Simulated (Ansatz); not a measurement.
Task: Ag (A15 (β-W type), space group No. 223) is relaxed with plane-wave PAW PBEsol (Ansatz code). What lattice parameters of the conventional cell result?

Result: a = 5.162 Å.

Space group Pm-3n (A15 (β-W type)). The start of the workflow was typed in or built on a structure type; neither database checked (COD, Materials Project) lists it. It is not the phase usual at ambient conditions (space group No. 225). Symmetry was held in the PBEsol relaxation. At this level the phase is mechanically unstable. The run is not spin-polarised.

Potentials: the earlier of the program's two PAW sets. The files were generated under PBE; for other functionals the program regenerates the frozen cores, and for LDA and PBEsol the local potential too.
